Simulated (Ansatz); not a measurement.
Space group P-3m1 (No. 164). a = 3.790 Å, b = 3.790 Å, c = 5.768 Å, α = 90.00°, β = 90.00°, γ = 120.00°
```tsv
atom	site	symmetry	x	y	z
Sn	1a	-3m.	0.0000	0.0000	0.0000
Se	2d	3m.	0.3333	0.6667	0.2750
```

Equation of state of this SnSe₂ structure (not necessarily the ground state), with shape and atoms relaxed at each volume where symmetry leaves them free. These are results of DFT PBEsol+D3(BJ), scalar-relativistic, plane waves, PAW (Ansatz), not measurements.

Cutoff 420 eV; k points 12×12×6 on the computed 3-atom cell (Γ-centred); Gaussian smearing, width 0.02 eV; no spin polarisation.

```tsv
V (Å³/atom)	E − E(largest V) (meV/atom)	P (GPa)	gap on mesh (eV)
21.049	38.07	8.20	0.00
21.766	7.99	5.22	0.00
22.484	-9.50	3.07	0.00
23.201	-18.97	1.29	0.00
23.919	-21.68	-0.01	0.06
24.636	-19.12	-1.07	0.19
25.354	-12.58	-1.81	0.35
26.311	0.00	-2.34	0.57
```

Task: Fit a third-order Birch–Murnaghan equation to E(V).

Result: V0 = 23.88 Å³/atom, B0 = 38 GPa, B0' = 8.6.

Cost: 8 runs of about 9.3 core-minutes in all, on Intel Xeon Platinum 8259CL (Skylake/Cascade Lake) (shared hosts).